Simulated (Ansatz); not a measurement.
Input:

BaMgF4:
```xyz
12
Lattice="2.0775 -7.1395 0.0000 2.0775 7.1395 0.0000 0.0000 0.0000 5.7534" Properties=species:S:1:pos:R:3 pbc="T T T"
Ba     2.0775     5.0844     1.4384
Ba     2.0775    -5.0844     4.3151
Mg     2.0775    -1.3052     4.3151
Mg     2.0775     1.3052     1.4384
F      2.0775    -2.6687     2.9411
F      2.0775     2.6687     2.8124
F      2.0775     2.6687     0.0643
F      2.0775    -2.6687     5.6891
F      2.0775     0.0000     2.8767
F      2.0775     0.0000     0.0000
F      2.0775     5.9305     4.3151
F      2.0775    -5.9305     1.4384
```

This is the r²SCAN-relaxed structure.

### Question
All from plane-wave PAW r²SCAN (Ansatz code), unless another level is named. Estimate the HSE06 gap on the r²SCAN cell.

### Answer
9.40 eV.

### Question
Give the hole effective mass.

### Answer
1.8, 2.6, 4.6 mₑ (principal values).

### Question
Predict the hole effective mass with spin–orbit coupling.

### Answer
1.7, 2.0, 3.4 mₑ (principal values).

### Question
Predict the gap with spin–orbit coupling.

### Answer
8.12 eV.

### Question
Predict the valence-band maximum.

### Answer
at Γ.

Space group Cmcm. The workflow started from a Materials Project entry (that database holds measured and hypothetical structures alike); the Crystallography Open Database copy checked does not list it. COD files the formula under space group No. 36, so this cell is another polymorph or a model. Whether it is the stable phase at ambient conditions was not checked. The cell was relaxed with r²SCAN under the symmetry of its start; whether a distortion lowers the energy is not shown. Spin–orbit coupling is left out wherever it is not named.

Potentials: the earlier of the program's two PAW sets.
